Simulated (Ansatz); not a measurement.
# Computed properties of Pb2C

```
CELL_PARAMETERS angstrom
0.00000 3.30238 3.30238
3.30238 0.00000 3.30238
3.30238 3.30238 0.00000
ATOMIC_POSITIONS crystal
C 0.00000 0.00000 0.00000
Pb 0.25000 0.25000 0.25000
Pb 0.75000 0.75000 0.75000
```

Atoms are numbered in the order listed.

The cell was built from the fluorite type and relaxed in the same program, and has space group Fm-3m; it needn't be a known or the stable phase.

Spin–orbit coupling is left out, though it moves levels of the heavy atoms by tenths of an eV or more.

The calculation used DFT, PBE, all-electron LAPW, scalar-relativistic in Ansatz 0.2.0.

Settings: a Γ-centred 10×10×10 k mesh, Fermi–Dirac smearing of 0.05 eV, basis error target 1 meV/atom, no spin polarisation.

| Quantity | Value |
| --- | --- |
| Band gap | none at this level of theory (metallic, semimetallic, or a small gap that the functional closes) |
| Density of states at the Fermi level (0.2 eV bin) | 0.18 states/eV per cell |
| Löwdin charges (with 0.07 e of the cell spilling out of the atomic basis, so their sizes and signs hang on that basis) | C1 -0.62, Pb2 0.34 e |
| Volume per atom | 24.01 Å³ |
| Pressure at this cell | 0.01 GPa |
